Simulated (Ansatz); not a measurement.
CsHgCl$_{3}$:
```yaml
crystal:
  lattice:
    - [5.26886, 0.00000, 0.00000]
    - [0.00000, 5.26886, 0.00000]
    - [0.00000, 0.00000, 5.26886]
  atoms:
    - { symbol: Cs, position: [0.00000, 0.00000, 0.00000] }
    - { symbol: Hg, position: [0.50000, 0.50000, 0.50000] }
    - { symbol: Cl, position: [0.00000, 0.50000, 0.50000] }
    - { symbol: Cl, position: [0.50000, 0.00000, 0.50000] }
    - { symbol: Cl, position: [0.50000, 0.50000, 0.00000] }
```

Relaxed with PBEsol. Special points in fractions of this cell's reciprocal vectors: Γ (0.000, 0.000, 0.000); X (0.000, 0.500, 0.000); M (0.500, 0.500, 0.000); R (0.500, 0.500, 0.500).

Q: List the band energies nearest the Fermi level at these points for plane-wave PAW PBEsol with spin–orbit coupling (Ansatz code).

A: In eV from the Fermi level; about four levels below and three above (degenerate sets whole), none deeper than 8.9 eV; points with the same levels are listed once.

```csv
k,below,above
Γ,-1.43 -1.43 -1.43 -1.43 -0.80 -0.80,4.83 4.83 5.26 5.26 5.26 5.26
X,-1.68 -1.68 -1.53 -1.53,2.57 2.57 6.13 6.13
M,-1.18 -1.18 -0.06 -0.06,4.07 4.07 5.65 5.65
R,-0.05 -0.05 -0.05 -0.05,4.29 4.29 5.07 5.07 5.07 5.07
```

Space group Pm-3m (cubic perovskite). The workflow started from an entry of the Crystallography Open Database (COD), which files this formula under 2 space groups. Whether it is the stable phase at ambient conditions was not checked. The PBEsol relaxation kept the symmetry of its start; of distortions, only those at the zone centre were tested.

Potentials: the later of the program's two PAW sets.
